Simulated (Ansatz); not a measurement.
**Li$_{3}$Te$_{4}$Cl, a known structure type with other elements, at an estimated volume**

```
Li Te Cl
1.0
    -4.13364    4.13364    5.73126
     4.13364   -4.13364    5.73126
     4.13364    4.13364   -5.73126
Li Te Cl
6 8 2
Direct
  0.25000 0.25000 0.00000
  0.75000 0.75000 0.00000
  0.66103 0.83897 0.50000
  0.83897 0.33897 0.17794
  0.33897 0.16103 0.50000
  0.16103 0.66103 0.82206
  0.34241 0.55607 0.50000
  0.55607 0.05607 0.21366
  0.05607 0.84241 0.50000
  0.84241 0.34241 0.78634
  0.15759 0.65759 0.21366
  0.94393 0.15759 0.50000
  0.44393 0.94393 0.78634
  0.65759 0.44393 0.50000
  0.00000 0.00000 0.00000
  0.50000 0.50000 0.00000
```

Single point in Ansatz 0.2.0 with PBE, no spin polarisation. Cutoff 420 eV, PAW datasets, 6×6×6 Γ-centred k mesh, fermi-dirac filling (width 0.1 eV).

- Formation energy: 0.09 eV an atom against the elements' usual phases (free molecules for gases, crystals otherwise, with no correction for O₂ or N₂), so at this geometry it isn't bound against them. Relaxing would lower it.
- Electronic structure: It is a metal, with about 7.9 states/eV a cell as the mean within 0.25 eV of the Fermi level, mostly Te p (71 %).
- Contacts: Te–Te at 2.64 Å: least valence density 0.52 e/Å³ and ELF 0.55 there. Li–Cl at 2.87 Å: least valence density 0.05 e/Å³ and ELF 0.01 there. Li–Te at 3.23 Å: least valence density 0.05 e/Å³ and ELF 0.03 there. Both are smooth PAW fields, read partly inside the augmentation spheres.
- Stress: The pressure is 13.9 GPa (compression positive), so with the atoms held at these fractions the cell would first expand; the forces are large, so a full relaxation may end otherwise. The principal stresses 4.7, 18.5, 18.5 GPa differ, so its shape would change too.

Origin: a known structure type with other elements, at an estimated volume, so it need not be a known compound. Caveats: many states at the Fermi level without spin polarisation, so a magnetic state may lie lower; atoms or cell far from equilibrium.
